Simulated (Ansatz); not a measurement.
Cd₂F₃, before and after

Recipe of this trial structure of Cd₂F₃: ordered vacancies on the cation sites of caesium chloride (P4/mmm, No. 123) (occupants of the shared sites, in ratio, Cd: 2, vacant: 1). Its size is a rough estimate.

start:

Space group P4/mmm (No. 123). a = 2.827 Å, b = 2.827 Å, c = 8.481 Å, α = 90.00°, β = 90.00°, γ = 90.00°
```csv
atom,site,symmetry,x,y,z
Cd,2g,4mm,0.0000,0.0000,0.8333
F,1c,4/mmm,0.5000,0.5000,0.0000
F,2h,4mm,0.5000,0.5000,0.3333
```

Method: Ansatz 0.2.0, DFT PBE, scalar-relativistic, plane waves, PAW. Cutoff 420 eV, Gaussian smearing, Γ-centred meshes. Cell and atoms relax first on a coarse mesh and then on a finer one. In between, the cell is made exact in the group found at 0.06 Å. In metals the finer mesh still leaves noise of several meV/atom or more. The steps can't lower the symmetry of their start. No spin polarisation.

end:

Space group P4/mmm (No. 123). a = 3.101 Å, b = 3.101 Å, c = 9.266 Å, α = 90.00°, β = 90.00°, γ = 90.00°
```json
{"atom": "Cd", "site": "2g", "symmetry": "4mm", "x": "0.0000", "y": "0.0000", "z": "0.8154"}
{"atom": "F", "site": "1c", "symmetry": "4/mmm", "x": "0.5000", "y": "0.5000", "z": "0.0000"}
{"atom": "F", "site": "2h", "symmetry": "4mm", "x": "0.5000", "y": "0.5000", "z": "0.2887"}
```

The symmetry stays P4/mmm (No. 123). The volume per atom grows by 31.5 %, from 13.6 to 17.8 Å³. The shortest distance goes from 2.45 Å (Cd–F) to 2.40 Å (Cd–F). The energy falls by about 0.33 eV/atom (the start's value is from the coarse mesh).

```yaml
Volume_per_atom: 17.8 Å³
Density: 5.3 g/cm³
Energy_over_the_elements: −1.62 eV/atom
Gap_on_the_12×12×4_mesh_of_the_5-atom_cell: 0 eV (a metal)
```

Formation energies are uncorrected and refer to the elements' standard structures at the same level (F₂ as a molecule). A negative formation energy is needed for stability but isn't enough: competing phases decide.

The last run used Gaussian smearing of 0.10 eV. Weakly bound directions are ill-defined at this level, which has no dispersion term. An odd number of electrons in the primitive cell allows no gap without spin; a larger cell or a magnetic state could open one. Symmetry constrained the relaxation, so the result can be a saddle point. In all, the 3 runs took 3 min on 1 thread of Intel(R) Xeon(R) Platinum 8375C CPU @ 2.90GHz (Ice Lake) (shared host).
